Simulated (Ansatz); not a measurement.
Sn (body-centred tetragonal, space group No. 139) under volume change, plane-wave PAW r²SCAN (Ansatz code), shape and atoms relaxed at each volume.

```json
[
 {"V (Å³/atom)": "24.723", "E − E(relaxed) (meV/atom)": "?", "P (GPa)": "?"},
 {"V (Å³/atom)": "25.538", "E − E(relaxed) (meV/atom)": "17.8", "P (GPa)": "3.72"},
 {"V (Å³/atom)": "26.353", "E − E(relaxed) (meV/atom)": "4.2", "P (GPa)": "1.69"},
 {"V (Å³/atom)": "27.168", "E − E(relaxed) (meV/atom)": "0.0", "P (GPa)": "0.00"},
 {"V (Å³/atom)": "27.983", "E − E(relaxed) (meV/atom)": "3.7", "P (GPa)": "-1.40"},
 {"V (Å³/atom)": "28.798", "E − E(relaxed) (meV/atom)": "?", "P (GPa)": "?"},
 {"V (Å³/atom)": "29.613", "E − E(relaxed) (meV/atom)": "29.0", "P (GPa)": "-3.44"}
]
```

### Question
Some entries are withheld; supply them.

### Answer

- 28.798, E − E(relaxed) (meV/atom): 13.8
- 28.798, P (GPa): -2.53
- 24.723, E − E(relaxed) (meV/atom): 42.6
- 24.723, P (GPa): 6.12

### Question
What does a third-order Birch–Murnaghan fit give for V₀, B₀ and B′?

### Answer
V₀ = 27.17 Å³/atom, B₀ = 50.6 GPa, B′ = 5.3.

Space group I4/mmm (body-centred tetragonal). This is a known high-pressure phase of the composition, computed here at zero pressure and temperature. The r²SCAN relaxation kept the symmetry of its start; whether a distortion lowers the energy is not shown. Scalar-relativistic: spin–orbit coupling is off unless named, which matters more the heavier the elements.

Potentials: the later of the program's two PAW sets.
